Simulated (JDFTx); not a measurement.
Hf(1 0 -1 1) slab cut from bulk Hf (space group P6_3/mmc, indices of the conventional cell, lattice of the Materials Project entry mp-103, not re-optimised): 8 atoms in 8 planes, a 1x1 cell of 18.37 Å² (|a| = 3.192, |b| = 5.970 Å), 7.5 Å between the outermost planes, cell height 23.7 Å, 8×8×1 k mesh, Fermi smearing 0.01 Ha, no spin polarisation.

Method: PBE, GBRV ultrasoft potentials, plane waves to 20/100 Ha, in JDFTx (a modified build). Liquid: CANDLE, water, 1 M NaF; nuclei fixed. Potentials are counted from the potential of zero charge; σ repeats to about 1 %.

```tsv
U − U_pzc (V)	σ (μC/cm², per face)
0.30	14.09
0.32	15.00
0.50	withheld
0.70	39.56
0.90	51.08
```

Question: Fit σ = C₀x + bx² (x = U − U_pzc) to the other rows by least squares, predict the withheld value, and compare with the run.

Answer: The fit gives C₀ (μF/cm²) = 43.9, b (μF/cm²/V) = 15.1, with a root-mean-square miss of 0.87 μC/cm² on its own rows. It predicts 25.8 μC/cm²; the run gives 26.4 μC/cm², a miss of 0.6 μC/cm².
